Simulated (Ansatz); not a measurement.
Ansatz (a quantum-chemistry and plane-wave program) input:

Ansatz 0.2 input:
```yaml
crystal:
  lattice:
    - [4.946905832, 0.0, 0.0]
    - [-2.473452916, 4.2841461207, 0.0]
    - [0.0, 0.0, 6.0102486829]
  atoms:
    - { symbol: C, position: [0.1665098075, 0.3330196151, 0.0] }
    - { symbol: C, position: [0.1665098075, 0.8334901925, 0.0] }
    - { symbol: C, position: [0.6666666667, 0.3333333333, 0.0] }
    - { symbol: C, position: [0.6669803849, 0.8334901925, 0.0] }
    - { symbol: C, position: [0.3330196151, 0.1665098075, 0.0] }
    - { symbol: C, position: [0.3333333333, 0.6666666667, 0.0] }
    - { symbol: C, position: [0.8334901925, 0.1665098075, 0.0] }
    - { symbol: C, position: [0.8334901925, 0.6669803849, 0.0] }
    - { symbol: Cs, position: [0.0, 0.0, 0.5] }
kpoints:
  mp_grid: { grid: [7, 7, 5] }
  band_path:
    path:
      - [[0.0, 0.0, 0.0], [0.5, 0.0, 0.0], [0.3333333333, 0.3333333333, 0.0], [0.0, 0.0, 0.0], [0.0, 0.0, 0.5], [0.5, 0.0, 0.5], [0.3333333333, 0.3333333333, 0.5], [0.0, 0.0, 0.5]]  # Γ-M-K-Γ-A-L-H-A
      - [[0.5, 0.0, 0.5], [0.5, 0.0, 0.0]]  # L-M
      - [[0.3333333333, 0.3333333333, 0.5], [0.3333333333, 0.3333333333, 0.0]]  # H-K
    npoints: 8
hamiltonian:
  xc: r2scan
  dispersion: d4
  pseudopotentials: { kind: paw }
magnetization: { noncollinear: true, spin_orbit: true }
scf:
  n_extra_bands: 19
  convergence: { dr2_threshold: 0.0000000001 }
  occupations: { method: gaussian, width: 0.05 }
output: { eigenvalues: true }
```

Output (shortened):

```
Pseudopotentials: kind: paw_fr
Pseudopotential: C, paw_fr, valence charge 4
Pseudopotential: Cs, paw_fr, valence charge 9
Functional definition: r2SCAN
non-collinear run that drives no moment, with spin-orbit …
Crystal: 9 atoms, lattice volume = 127.377 Å³
Basis set: ecut = 500 eV, 3195 PW (Γ), exchange–correlation on 160×160×180 points (64 copies of the dense FFT grid, shifted against one another)
Bands: 60, of which v1, the nominal top of the filled ones, is band 41 counted from 1 (40 counted from 0)
Symmetry: 24 space group operations + 24 with time reversal
k-points: 24 of 245
Projection manifold: j_resolved (fully-relativistic pseudo-atomic orbitals)
PAW frozen core: C, regenerated for the run's functional
PAW frozen core: Cs, regenerated for the run's functional
Initial density: superposition of atomic densities (chi_scale 0.1, normalization cell, long waves kept (reshape's long-wave potential 0.04 eV rms))
Initial wavefunctions: pseudopotential atomic-orbital guess
Eigensolver: davidson
Functional: x = r2scan, c = r2scan; τ floored in thin density (d = 2e-4 eV/Å³)
SCF iter   1: F=—  HF=-7688.958749 eV  |F-HF|=—  |Δ(HF+E_count)|=         —  Δρ=8.33e-2  dr2=7.34e0  dr2_τ=5.63e-1  dr2_m=0.00e0 (ungated)  ethr=3.10e-3  |M|=0.00e0 ∫|m|=0.00e0 μB  |m|>n=0.0e0 m-floor=0.0e0 τ_xc=0.0e0  β_m=0.30  ⟨swp⟩=9.9  Hψ=4757  notcnv=0  defer=68
all-band conjugate gradients solve this SCF's bands
preconditioner: auto → Kerker (q_TF=auto, 2.259 Å⁻¹)
spin=Noncollinear: Kerker preconditioning applied to the charge; magnetization (m_x, m_y, m_z) channels mix plain (no charge-response kernel on spin).
SCF iter   2: F=—  HF=-7688.272454 eV  |F-HF|=—  |Δ(HF+E_count)|=   6.86e-1  Δρ=6.15e-2  dr2=4.22e0  dr2_τ=1.58e-2  dr2_m=0.00e0 (ungated)  ethr=3.10e-3  |M|=0.00e0 ∫|m|=0.00e0 μB  |m|>n=0.0e0 m-floor=0.0e0 τ_xc=0.0e0  β_m=0.65  ⟨swp⟩=3.0  Hψ=1388  notcnv=0  defer=292
SCF iter   3: F=—  HF=-7687.366540 eV  |F-HF|=—  |Δ(HF+E_count)|=   9.06e-1  Δρ=6.14e-3  dr2=8.64e-2  dr2_τ=5.69e-4  dr2_m=0.00e0 (ungated)  ethr=3.10e-3  |M|=0.00e0 ∫|m|=0.00e0 μB  |m|>n=0.0e0 m-floor=0.0e0 τ_xc=0.0e0  β_m=0.82  ⟨swp⟩=2.9  Hψ=1183  notcnv=0  defer=292
SCF iter   4: F=—  HF=-7687.402870 eV  |F-HF|=—  |Δ(HF+E_count)|=   3.63e-2  Δρ=2.89e-3  dr2=2.31e-2  dr2_τ=1.29e-4  dr2_m=0.00e0 (ungated)  ethr=2.11e-4  |M|=0.00e0 ∫|m|=0.00e0 μB  |m|>n=0.0e0 m-floor=0.0e0 τ_xc=0.0e0  β_m=0.91  ⟨swp⟩=3.1  Hψ=1400  notcnv=0  defer=278
SCF iter   5: F=—  HF=-7687.404120 eV  |F-HF|=—  |Δ(HF+E_count)|=   1.25e-3  Δρ=1.89e-3  dr2=8.59e-3  dr2_τ=1.41e-4  dr2_m=0.00e0 (ungated)  ethr=5.63e-5  |M|=0.00e0 ∫|m|=0.00e0 μB  |m|>n=0.0e0 m-floor=0.0e0 τ_xc=0.0e0  β_m=0.88  ⟨swp⟩=2.0  Hψ=1162  notcnv=0  defer=278
SCF iter   6: F=—  HF=-7687.404281 eV  |F-HF|=—  |Δ(HF+E_count)|=   1.60e-4  Δρ=9.18e-4  dr2=3.05e-3  dr2_τ=7.68e-6  dr2_m=0.00e0 (ungated)  ethr=2.09e-5  |M|=0.00e0 ∫|m|=0.00e0 μB  |m|>n=0.0e0 m-floor=0.0e0 τ_xc=0.0e0  β_m=0.94  ⟨swp⟩=2.5  Hψ=990  notcnv=0  defer=278
SCF iter   7: F=—  HF=-7687.404393 eV  |F-HF|=—  |Δ(HF+E_count)|=   1.12e-4  Δρ=3.42e-4  dr2=3.95e-4  dr2_τ=4.94e-6  dr2_m=0.00e0 (ungated)  ethr=7.43e-6  |M|=0.00e0 ∫|m|=0.00e0 μB  |m|>n=0.0e0 m-floor=0.0e0 τ_xc=0.0e0  β_m=0.97  ⟨swp⟩=2.4  Hψ=861  notcnv=0  defer=278
SCF iter   8: F=—  HF=-7687.404394 eV  |F-HF|=—  |Δ(HF+E_count)|=   5.78e-7  Δρ=9.36e-5  dr2=5.01e-5  dr2_τ=1.69e-7  dr2_m=0.00e0 (ungated)  ethr=9.63e-7  |M|=0.00e0 ∫|m|=0.00e0 μB  |m|>n=0.0e0 m-floor=0.0e0 τ_xc=0.0e0  β_m=0.99  ⟨swp⟩=2.5  Hψ=1060  notcnv=0  defer=278
SCF iter  13: F=-7687.404458 eV  HF=-7687.404458 eV  |F-HF|=2.73e-12  |Δ(HF+E_count)|=  1.23e-10  Δρ=1.26e-7  dr2=4.05e-11  dr2_τ=1.72e-13  dr2_m=0.00e0 (ungated)  ethr=1.00e-12  |M|=0.00e0 ∫|m|=0.00e0 μB  |m|>n=0.0e0 m-floor=0.0e0 τ_xc=0.0e0  ⟨swp⟩=14.0  Hψ=3702  notcnv=0
SCF 1 converged in 13 iterations: F = -7687.404458 eV  dr2 = 4.05e-11
NSCF: frozen V_eff on 75 k-points
SCF converged after 13 iterations
Magnetization: |M| = 0.0000 μB,  M = (+0.0000, +0.0000, +0.0000) μB
Absolute magnetization: 0.0000 μB (∫|m|)
  site 0: m = (+0.0000, +0.0000, +0.0000) μB, |m| = 0.0000 μB  (R = 0.59 Å)
  site 1: m = (+0.0000, +0.0000, +0.0000) μB, |m| = 0.0000 μB  (R = 0.59 Å)
  site 2: m = (+0.0000, +0.0000, +0.0000) μB, |m| = 0.0000 μB  (R = 0.59 Å)
  site 3: m = (+0.0000, +0.0000, +0.0000) μB, |m| = 0.0000 μB  (R = 0.59 Å)
  site 4: m = (+0.0000, +0.0000, +0.0000) μB, |m| = 0.0000 μB  (R = 0.59 Å)
  site 5: m = (+0.0000, +0.0000, +0.0000) μB, |m| = 0.0000 μB  (R = 0.59 Å)
  site 6: m = (+0.0000, +0.0000, +0.0000) μB, |m| = 0.0000 μB  (R = 0.59 Å)
  site 7: m = (+0.0000, +0.0000, +0.0000) μB, |m| = 0.0000 μB  (R = 0.59 Å)
  site 8: m = (+0.0000, +0.0000, +0.0000) μB, |m| = 0.0000 μB  (R = 1.37 Å)
Free energy (F): -7687.404458 eV
Harris-Foulkes:  -7687.404458 eV  (|F-HF|=2.73e-12)
Internal energy: -7687.396664 eV  (E = F + TS)
E sigma→0 (E₀):  -7687.400561 eV
Entropy (-TS):   -0.007794 eV (-0.866 meV/atom)
Fermi energy:    7.587467 eV
--- Per-component energies (eV) ---
  E_band       = -152.599099
  E_kinetic    = 873.658025
  E_local      = -2392.311610  (includes V_loc(G=0)·N_el)
  E_nonlocal   = 243.491038
  E_hartree    = 912.123104
  E_xc         = -542.315746
  E_vxc        = -663.800214  (∫ρ·V_xc dr)
  E_paw        = -5887.114188  (= ΣΔE_a)
  E_vpaw       = -73.808710  (= ΣTr[D̂ρ^β])
  E_aug_tail   = 0.000041  (compensation charges beyond the density's cutoff)
  E_vtau       = 35.926234  (kinetic-family band-sum trace: ∫τ·v_τ [+ j·A + Jᵃ·Aᵃ] dr)
  E_ewald      = -894.354783
  E_disp       = -0.423112  (pairwise vdW)
  E_core_change = -0.149432  (= ΣΔE_core)
  E_smearing   = -0.007794  (= −TS)
  E_closure    =  0.000000  (closes the sum)
  Σ components = -7687.404458   (vs F -7687.404458, Δ=0.00e0)
  [band-id]    e_kinetic+e_local+e_nonlocal+2·e_hartree+e_vxc+e_vpaw+e_augmentation_tail+e_vtau = -152.598989   (vs E_band -152.599099, Δ=1.10e-4)
--- Band table (eV; the first three rows and the last of 24) ---
  k-point 0: bands = ["-16.8565", "-16.8565", "-14.2406", "-14.2406", "-8.8775", "-8.8775", "-8.8751", "-8.8751", "-8.7493", "-8.7493", "-7.5778", "-7.5778", "-7.4972", "-7.4972", "-7.4972", "-7.4972", "-4.5867", "-4.5867", "-3.3532", "-3.3532", "-2.7563", "-2.7563", "-0.8090", "-0.8090", "-0.3073", "-0.3073", "-0.2794", "-0.2794", "-0.2789", "-0.2789", "3.2602", "3.2602", "3.2689", "3.2689", "3.4239", "3.4239", "3.4253", "3.4253", "3.8062", "3.8062", "7.2880", "7.2880", "7.8254", "7.8254", "7.8255", "7.8255", "8.0838", "8.0838", "10.6365", "10.6365", "10.7080", "10.7080", "12.1704", "12.1704", "13.4768", "13.4768", "13.7434", "13.7434", "13.8057", "13.8057"]
  k-point 1: bands = ["-16.8488", "-16.8488", "-14.2589", "-14.2589", "-8.8737", "-8.8737", "-8.8721", "-8.8721", "-8.7491", "-8.7491", "-7.5996", "-7.5996", "-7.4970", "-7.4970", "-7.4970", "-7.4970", "-4.4938", "-4.4938", "-3.2280", "-3.2280", "-2.7848", "-2.7848", "-1.0950", "-1.0950", "-0.3073", "-0.3073", "-0.2803", "-0.2803", "-0.2799", "-0.2799", "3.2602", "3.2602", "3.2690", "3.2690", "3.5181", "3.5181", "3.5299", "3.5299", "3.7953", "3.7953", "7.2962", "7.2962", "7.7177", "7.7177", "7.7208", "7.7208", "8.1078", "8.1078", "10.9213", "10.9213", "10.9918", "10.9918", "12.4032", "12.4032", "13.1597", "13.1597", "13.2244", "13.2244", "13.6992", "13.6992"]
  k-point 2: bands = ["-16.8361", "-16.8361", "-14.2886", "-14.2886", "-8.8676", "-8.8676", "-8.8673", "-8.8673", "-8.7489", "-8.7489", "-7.6323", "-7.6323", "-7.4966", "-7.4966", "-7.4966", "-7.4966", "-4.3764", "-4.3764", "-2.8299", "-2.8299", "-2.8182", "-2.8182", "-1.7277", "-1.7277", "-0.3072", "-0.3072", "-0.2815", "-0.2815", "-0.2814", "-0.2814", "3.2602", "3.2602", "3.2690", "3.2690", "3.6759", "3.6759", "3.7051", "3.7051", "3.7779", "3.7779", "7.0324", "7.0324", "7.5682", "7.5682", "7.5747", "7.5747", "8.6881", "8.6881", "11.4096", "11.4096", "11.4820", "11.4820", "11.7443", "11.7443", "12.4497", "12.4497", "12.5064", "12.5064", "13.8330", "13.8330"]
  k-point 23: bands = ["-16.8161", "-16.8161", "-12.7798", "-12.7798", "-11.9466", "-11.9466", "-11.8600", "-11.8600", "-7.4971", "-7.4971", "-6.7396", "-6.7396", "-4.5509", "-4.5509", "-4.2620", "-4.2620", "-3.0809", "-3.0809", "-2.7769", "-2.7769", "-2.4967", "-2.4967", "-2.4531", "-2.4531", "-0.8874", "-0.8874", "-0.5274", "-0.5274", "-0.5171", "-0.5171", "0.0020", "0.0020", "0.4891", "0.4891", "0.9399", "0.9399", "1.0356", "1.0356", "5.4761", "5.4761", "6.7088", "6.7088", "10.0564", "10.0564", "10.1280", "10.1280", "10.6528", "10.6528", "11.0553", "11.0553", "12.0567", "12.0567", "12.3329", "12.3329", "12.3496", "12.3496", "14.0437", "14.0437", "14.3969", "14.3969"]
  band table: 60 of 60 bands, residual norms ≤ 1.0e-3 eV
```

Cost: very roughly 6 core-minutes on shared cores.

Space group P6/mmm. The cell is a constructed one: a structure type filled with these elements; the Crystallography Open Database copy checked does not list it. Whether it is the stable phase at ambient conditions was not checked. The cell was relaxed with r²SCAN+D4 under the symmetry of its start; whether a distortion lowers the energy is not shown.

Potentials: the later of the program's two PAW sets.

Ansatz is a plane-wave DFT program.
